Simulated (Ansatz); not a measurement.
Values for one crystal, relaxed and computed with r²SCAN (plane waves, PAW; program Ansatz); other levels are named.

| Quantity | Result |
|---|---|
| Volume per atom | 13.02 Å³ |
| Band gap | 0.29 eV (indirect) |
| Conduction-band minimum | off the standard path, at k = (0.000, 0.208, 0.315) |
| Bulk modulus (Birch–Murnaghan fit) | 222 GPa |
| Hole effective mass | 0.66, 2.0, 2.3 mₑ (principal values) |
| Gap with spin–orbit coupling | 0.22 eV |
| Electron effective mass | 0.37, 7.8, 13 mₑ (principal values) |

Question: Which compound is it?
A) ZnS, NiAs type
B) TiO2, P2_1/c (Ti on 4e, O on 4e, O on 4e)
C) Li2S, anti-fluorite
D) SiRu, P2_13 (Ru on 4a, Si on 4a)

Answer: D, SiRu, P2_13 (Ru on 4a, Si on 4a)

The r²SCAN relaxation kept the symmetry of its start. No spin polarisation was allowed. Scalar-relativistic: spin–orbit coupling is off unless named, which matters more the heavier the elements.

Potentials: the later of the program's two PAW sets.
